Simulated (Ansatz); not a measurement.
# From the elastic tensor of TiRh at 5 GPa (stress–strain coefficients) to moduli and sound speeds

Level of theory: Ansatz 0.2.0, DFT LDA, scalar-relativistic, plane waves, PAW. Plane waves to 420 eV; Γ-centred k mesh 14×14×12; Fermi-Dirac smearing of 0.15 eV. No spin polarisation.

Symmetry: P4/mmm, No. 123, tetragonal system. The conventional cell has a = 2.880 Å, b = 2.880 Å, c = 3.325 Å, α = 90.00°, β = 90.00°, γ = 90.00°. Ti (site symmetry 4/mmm) is surrounded by 8 Rh at 2.63 Å and 4 Ti at 2.88 Å. Rh (site symmetry 4/mmm) has 8 Ti at 2.63 Å and 4 Rh at 2.88 Å as nearest neighbours.

In a metal, frequencies and elastic constants depend on the k mesh and the smearing, soft modes and shear constants most. Other phases may be more stable at this pressure.

Relaxed-ion constants (GPa, on the Cartesian axes of the calculation):
C11 = 341.3, C12 = 169.4, C13 = 213.8, C22 = 341.3, C23 = 213.8, C33 = 319.6, C44 = 69.8, C55 = 69.8, C66 = 55.9 GPa; the others vanish.

Density 9.080 g/cm³; 2 atoms in 27.57 Å³.

The values that follow are for a polycrystal of randomly turned grains, by Hill's mean where one number stands.

With S = C⁻¹: B_V = (C11+C22+C33+2(C12+C13+C23))/9, G_V = (C11+C22+C33−C12−C13−C23+3(C44+C55+C66))/15, 1/B_R = S11+S22+S33+2(S12+S13+S23), 15/G_R = 4(S11+S22+S33−S12−S13−S23)+3(S44+S55+S66); Hill is their mean. Then v_l = √((B+4G/3)/ρ), v_t = √(G/ρ), v_m = [(2/v_t³+1/v_l³)/3]^(−1/3) and Θ = (ħ/k_B)·v_m·(6π²n/V)^(1/3) for n atoms in the volume V; E = 9BG/(3B+G), ν = (3B−2G)/(2(3B+G)) and A^U = 5G_V/G_R + B_V/B_R − 6.

* Bulk modulus, Voigt / Reuss / Hill: 244.0 / 243.6 / 243.8 GPa
* Shear modulus, Voigt / Reuss / Hill: 66.1 / 63.6 / 64.8 GPa
* Young's modulus: 179 GPa
* Poisson ratio: 0.378
* Pugh ratio B/G: 3.76
* Universal anisotropy index: 0.20
* Longitudinal and transverse sound speeds: 6031 and 2672 m/s
* Debye temperature from the mean sound speed: 374 K

Cost: 1 run of about 3.5 core-minutes, on Arm Neoverse V1 (shared hosts).